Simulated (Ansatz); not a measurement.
BN:
```yaml
crystal:
  lattice:
    - [2.54102, 0.00000, 0.00000]
    - [-1.27051, 2.20059, 0.00000]
    - [0.00000, 0.00000, 4.20330]
  atoms:
    - { symbol: B, position: [0.66667, 0.33333, 0.99973] }
    - { symbol: B, position: [0.33333, 0.66667, 0.49973] }
    - { symbol: N, position: [0.66667, 0.33333, 0.62527] }
    - { symbol: N, position: [0.33333, 0.66667, 0.12527] }
```

This is the PBEsol-relaxed structure. Cartesian axes are those of the cell as given.

Task: All from the program Ansatz at the PBEsol level (PAW), unless another level is named. Estimate the piezoelectric stress constants (proper, relaxed ions, C/m²).

Result: e15 = e24 = -0.32, e31 = e32 = -0.33, e33 = 0.95.

Task: Predict the Hill bulk and shear moduli.

Result: 385 and 389 GPa.

Space group P6_3mc (wurtzite). The PBEsol relaxation kept the symmetry of its start.

Potentials: the later of the program's two PAW sets.
